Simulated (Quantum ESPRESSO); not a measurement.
pw.x input (Quantum ESPRESSO 7.5; PBEsol, PseudoDojo standard norm-conserving files, scalar-relativistic):

```
&CONTROL
  calculation = 'scf'
  pseudo_dir = './pseudo'
  outdir = './out'
  tprnfor = .true.
  tstress = .true.
/
&SYSTEM
  ibrav = 0
  nat = 4
  ntyp = 2
  ecutwfc = 82.0
  ecutrho = 328.0
  occupations = 'smearing'
  smearing = 'fd'
  degauss = 0.002
  nbnd = 11
/
&ELECTRONS
  conv_thr = 4e-10
/
ATOMIC_SPECIES
Li 6.9400 Li.upf
C 12.0110 C.upf
CELL_PARAMETERS angstrom
 -1.786960905000   2.403407276000   2.651899041000
  1.786960905000  -2.403407276000   2.651899041000
  1.786960905000   2.403407276000  -2.651899041000
ATOMIC_POSITIONS crystal
Li   0.738537128600   0.238537128600   0.500000000000
Li   0.261462871400   0.761462871400   0.500000000000
C   0.869039967300   0.000000000000   0.869039967300
C   0.130960032700  -0.000000000000   0.130960032700
K_POINTS automatic
10 10 10 0 0 0
```

End of the output:

```
     total energy              =     -52.61850625 Ry
     estimated scf accuracy    <       0.00000080 Ry
     total energy              =     -52.61850639 Ry
     estimated scf accuracy    <          2.5E-09 Ry
     total energy              =     -52.61850640 Ry
     estimated scf accuracy    <          3.0E-09 Ry
[...]
     the Fermi energy is     2.7494 ev
!    total energy              =     -52.61850640 Ry
     estimated scf accuracy    <          2.5E-11 Ry
     smearing contrib. (-TS)   =       0.00000000 Ry
     internal energy E=F+TS    =     -52.61850640 Ry
     The total energy is F=E-TS. E is the sum of the following terms:
     one-electron contribution =     -21.29461556 Ry
     hartree contribution      =      12.43865410 Ry
     xc contribution           =     -14.90912600 Ry
     ewald contribution        =     -28.85341895 Ry
     convergence has been achieved in   9 iterations
     Forces acting on atoms (cartesian axes, Ry/au):
     atom    1 type  1   force =     0.00000000    0.00000000   -0.00007395
     atom    2 type  1   force =    -0.00000000   -0.00000000    0.00007395
     atom    3 type  2   force =     0.00000000   -0.00002438    0.00000000
     atom    4 type  2   force =    -0.00000000    0.00002438    0.00000000
     Total force =     0.000110     Total SCF correction =     0.000006
     Computing stress (Cartesian axis) and pressure
          total   stress  (Ry/bohr**3)                   (kbar)     P=       -0.06
  -0.00000052   0.00000000   0.00000000           -0.08        0.00        0.00
   0.00000000  -0.00000129  -0.00000000            0.00       -0.19       -0.00
  -0.00000000  -0.00000000   0.00000049           -0.00       -0.00        0.07
```
In a gapped system the printed Fermi energy is only some level inside the gap.

Geometry relaxed with PBEsol.
